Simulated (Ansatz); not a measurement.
Orbital-resolved density of states of Si$_{2}$W

```xyz
3
Lattice="-1.6074 1.6074 3.9010 1.6074 -1.6074 3.9010 1.6074 1.6074 -3.9010" Properties=species:S:1:pos:R:3 pbc="T T T"
Si    0.0000    0.0000    2.6136
Si    0.0000    0.0000    5.1885
W     0.0000    0.0000    0.0000
```

Atom numbers follow the list: Si1, Si2, W3.

Structure from Materials Project entry mp-1620 (possibly hypothetical), not relaxed further.

Spin–orbit coupling is left out, though it moves levels of the heavy atoms by tenths of an eV or more.

All numbers below come from DFT, PBEsol, all-electron LAPW, scalar-relativistic in Ansatz 0.2.0.

Numerical set-up: a Γ-centred 18×18×18 k mesh, Fermi–Dirac smearing of 0.05 eV, basis error target 1 meV/atom, no spin polarisation.

States per eV for one atom of each kind, in 0.4 eV bins named by their centres, from the Fermi level, projected on a minimal set of Löwdin-orthogonalised atomic shells; orbitals are real harmonics on the Cartesian axes, equal curves share a column, and empty bins are left out, as is all above 4.7 eV, near the top of the computed bands.

W3 5d:

```
# E all dz2 dxz=dyz dx2-y2 dxy
-12.7 0.01 0.00 0.00 0.00 0.00
-12.3 0.01 0.00 0.00 0.00 0.00
-11.9 0.02 0.00 0.00 0.00 0.00
-11.5 0.03 0.00 0.01 0.00 0.01
-11.1 0.04 0.00 0.01 0.00 0.01
-10.7 0.06 0.01 0.01 0.00 0.02
-10.3 0.09 0.02 0.02 0.00 0.03
-9.9 0.13 0.02 0.02 0.00 0.07
-9.5 0.23 0.03 0.02 0.00 0.16
-9.1 0.15 0.05 0.03 0.00 0.04
-8.7 0.17 0.05 0.04 0.00 0.03
-8.3 0.17 0.05 0.05 0.00 0.03
-7.9 0.16 0.05 0.05 0.00 0.02
-7.5 0.16 0.05 0.04 0.01 0.02
-7.1 0.17 0.05 0.04 0.02 0.02
-6.7 0.22 0.06 0.04 0.04 0.05
-6.3 0.30 0.04 0.06 0.05 0.08
-5.9 0.26 0.04 0.05 0.07 0.06
-5.5 0.27 0.08 0.05 0.07 0.03
-5.1 0.20 0.04 0.05 0.06 0.01
-4.7 0.36 0.06 0.07 0.12 0.03
-4.3 0.65 0.10 0.12 0.22 0.08
-3.9 0.56 0.08 0.09 0.23 0.07
-3.5 0.81 0.19 0.12 0.28 0.10
-3.1 1.09 0.35 0.18 0.27 0.11
-2.7 2.36 0.58 0.39 0.45 0.55
-2.3 1.86 0.29 0.40 0.26 0.50
-1.9 0.76 0.12 0.22 0.04 0.16
-1.5 0.63 0.05 0.20 0.01 0.17
-1.1 0.58 0.02 0.20 0.00 0.15
-0.7 0.66 0.01 0.25 0.00 0.15
-0.3 0.44 0.01 0.16 0.01 0.10
0.1 0.15 0.02 0.02 0.04 0.06
0.5 0.28 0.12 0.02 0.09 0.03
0.9 0.37 0.11 0.03 0.16 0.03
1.3 0.51 0.12 0.05 0.22 0.07
1.7 0.73 0.17 0.07 0.30 0.11
2.1 0.96 0.23 0.11 0.40 0.12
2.5 1.34 0.26 0.20 0.59 0.09
2.9 0.92 0.16 0.12 0.44 0.08
3.3 0.60 0.14 0.08 0.17 0.12
3.7 0.46 0.10 0.08 0.04 0.15
4.1 0.60 0.11 0.16 0.03 0.14
4.5 0.73 0.18 0.21 0.04 0.09
```

Si1 3p:

```
# E all pz px=py
-13.5 0.01 0.00 0.00
-13.1 0.02 0.01 0.01
-12.7 0.04 0.01 0.01
-12.3 0.05 0.02 0.02
-11.9 0.07 0.02 0.02
-11.5 0.08 0.02 0.03
-11.1 0.09 0.02 0.03
-10.7 0.10 0.03 0.04
-10.3 0.12 0.04 0.04
-9.9 0.12 0.04 0.04
-9.5 0.13 0.06 0.03
-9.1 0.14 0.08 0.03
-8.7 0.13 0.06 0.03
-8.3 0.12 0.06 0.03
-7.9 0.11 0.05 0.03
-7.5 0.13 0.06 0.04
-7.1 0.16 0.07 0.05
-6.7 0.25 0.10 0.07
-6.3 0.40 0.12 0.14
-5.9 0.33 0.10 0.11
-5.5 0.27 0.11 0.08
-5.1 0.17 0.04 0.06
-4.7 0.24 0.07 0.08
-4.3 0.29 0.08 0.11
-3.9 0.21 0.06 0.07
-3.5 0.29 0.09 0.10
-3.1 0.34 0.13 0.11
-2.7 0.78 0.28 0.25
-2.3 0.78 0.21 0.29
-1.9 0.30 0.10 0.10
-1.5 0.15 0.05 0.05
-1.1 0.09 0.03 0.03
-0.7 0.05 0.02 0.02
-0.3 0.04 0.00 0.02
0.1 0.04 0.00 0.02
0.5 0.08 0.02 0.03
0.9 0.12 0.02 0.05
1.3 0.16 0.02 0.07
1.7 0.21 0.04 0.09
2.1 0.25 0.05 0.10
2.5 0.32 0.08 0.12
2.9 0.26 0.06 0.10
3.3 0.19 0.06 0.07
3.7 0.21 0.07 0.07
4.1 0.28 0.08 0.10
4.5 0.42 0.13 0.15
```

Si1 3s:

```
# E all
-13.9 0.02
-13.5 0.04
-13.1 0.06
-12.7 0.07
-12.3 0.09
-11.9 0.11
-11.5 0.12
-11.1 0.12
-10.7 0.13
-10.3 0.16
-9.9 0.18
-9.5 0.24
-9.1 0.18
-8.7 0.16
-8.3 0.13
-7.9 0.10
-7.5 0.08
-7.1 0.06
-6.7 0.04
-6.3 0.03
-5.9 0.03
-5.5 0.05
-5.1 0.06
-4.7 0.07
-4.3 0.10
-3.9 0.06
-3.5 0.09
-3.1 0.07
-2.7 0.08
-2.3 0.06
-1.9 0.03
-1.5 0.02
-1.1 0.01
-0.7 0.01
0.5 0.05
0.9 0.06
1.3 0.08
1.7 0.12
2.1 0.14
2.5 0.21
2.9 0.13
3.3 0.10
3.7 0.10
4.1 0.12
4.5 0.17
```

W3 6s:

```
# E all
-13.9 0.03
-13.5 0.06
-13.1 0.06
-12.7 0.06
-12.3 0.06
-11.9 0.06
-11.5 0.05
-11.1 0.04
-10.7 0.04
-10.3 0.04
-9.9 0.03
-9.5 0.03
-9.1 0.03
-8.7 0.02
-8.3 0.01
-7.9 0.01
-7.5 0.03
-7.1 0.04
-6.7 0.05
-6.3 0.06
-5.9 0.05
-5.5 0.03
-5.1 0.03
-4.7 0.06
-4.3 0.09
-3.9 0.05
-3.5 0.06
-3.1 0.03
-2.7 0.03
-2.3 0.02
0.9 0.01
1.3 0.02
1.7 0.06
2.1 0.09
2.5 0.15
2.9 0.21
3.3 0.25
3.7 0.16
4.1 0.14
4.5 0.19
```
